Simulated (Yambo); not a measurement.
# How GW settings move the gap: SiO₂

G0W0@PBEsol for SiO2 (space group R32, No. 155) in Yambo. Reference settings: 2×2×2 Γ-centred k mesh, 262 bands and a 8 Ry block in the screening, 262 bands in G with the Bruneval-Gonze terminator, plasmon pole fitted at 27.2 eV. The PBEsol gap Γ → Γ on this mesh is 5.78 eV; G0W0 gaps are taken between the same points.

```csv
change from the reference,G0W0 gap Γ → Γ (eV),shift of the valence edge (eV),rough Yambo cost
reference settings,8.79,-1.96,1
"95 bands in W, 95 bands in G",8.82,-1.78,about 1/4
"166 bands in W, 166 bands in G",8.78,-1.89,about 1/2
95 bands in G,8.78,-1.94,–
166 bands in G,8.78,-1.96,–
118 bands in W,8.81,-1.85,about 1/2
3 Ry block,8.75,-2.01,about 1/3
2 Ry block,8.99,-2.24,about 1/2
7 Ry block,8.73,-1.92,within a factor of two
pole fitted at 55 eV,8.84,-2.04,–
no random integration,8.60,-1.65,–
"95 bands in G, no terminator",8.41,-1.31,–
"166 bands in G, no terminator",8.58,-1.60,–
no terminator,8.68,-1.76,–
```

The reference isn't shown to be the converged limit. Costs are rough (shared machines), scaled to the same edge states, and given only for runs that recompute the screening.

Geometry of the Materials Project entry, not relaxed at this level; primitive cell a = b = c = 5.284 Å, α = β = γ = 97.60°.

This is not the ordinary phase of the substance; no match was found in the copy of COD used, and its stability was not checked.

A shift is the quasiparticle energy of the state minus its PBEsol energy.
